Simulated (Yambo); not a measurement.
Yambo run on AlP (wurtzite, space group P6_3mc, No. 186). The wavefunctions are PBEsol (Quantum ESPRESSO, PseudoDojo norm-conserving, 44 Ry, without SOC) ones on a 6×6×2 mesh (8 occupied bands); a = b = 3.861 Å, c = 6.335 Å, α = β = 90.00°, γ = 120.00°.

Yambo input:

```
rim_cut
HF_and_locXC
RandQpts= 1000000
RandGvec= 1 Ry
EXXRLvcs= 44 Ry
VXCRLvcs= 176 Ry
% QPkrange
 1 | 1 | 8 | 9 |
 2 | 2 | 8 | 9 |
 7 | 7 | 8 | 9 |
 14 | 14 | 8 | 9 |
%
```

k points by index: 1 = Γ, 2 = A, 7 = M, 14 = H.

The o-*.hf file then holds:

```
#    K-point    Band    Eo [eV]    Ehf [eV]    Vxc [eV]    Vnlxc [eV]
#
    1    8    0.000000    -2.073171    -11.82108    -13.89425
    1    9    2.315468    6.364731    -9.619022    -5.569759
    2    8    -0.515917    -2.808900    -11.58927    -13.88225
    2    9    3.138104    7.414729    -9.655547    -5.378922
    7    8    -0.858586    -3.339795    -11.47217    -13.95338
    7    9    1.820230    5.674139    -8.783277    -4.929368
    14    8    -1.242140    -3.857287    -11.32308    -13.93823
    14    9    3.012546    7.251293    -9.316684    -5.077938
```
Exchange alone, without screening.

Geometry relaxed with PBEsol.

This is not the ordinary phase of the substance; no match was found in the copy of COD used, and its stability was not checked.
